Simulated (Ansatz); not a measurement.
## Formation energy of CsZn (CsCl type)

```
Cs Zn
1.0
     4.58604    0.00000    0.00000
     0.00000    4.58604    0.00000
     0.00000    0.00000    4.58604
Cs Zn
1 1
Direct
  0.00000 0.00000 0.00000
  0.50000 0.50000 0.50000
```

The cell comes from a relaxation on PAW files under the same functional, begun from a prototype that needn't be the stable phase.

Computed with Ansatz 0.2.0; functional PBE, scalar-relativistic. Settings: a Γ-centred 8×8×8 k mesh, Fermi–Dirac smearing of 0.05 eV, no spin polarisation. Methods: LAPW: all electrons, basis error target 0.5 meV/atom; PAW: frozen-core files, cutoff 420 eV.

The elements are taken as Cs bcc, Zn hcp, each relaxed on PAW files under the same functional and computed by the same method as the compound; zero-point and thermal terms are left out.

Spin–orbit coupling is left out, which matters for the heavy atoms.

Task: What is the formation energy by LAPW, and how far do the other methods lie from it?

Result: 0.235 eV/atom; PAW 0.0 meV/atom. The compound is unstable against these elements; other compounds of the system weren't compared.

Task: Give the LAPW value for one formula unit in kJ/mol.

Result: 0.235 eV/atom × 2 atoms × 96.485 kJ/(mol·eV) = 45.3 kJ/mol, at zero temperature and without zero-point motion.

Task: How does the cell move when LAPW relaxes it further?

Result: It takes no step: the LAPW pressure of -0.04 GPa and the forces already lie within the run's tolerances.

Task: What Bader charges does the PAW density give?

Result: Cs1 +0.55 e, Zn2 -0.55 e.
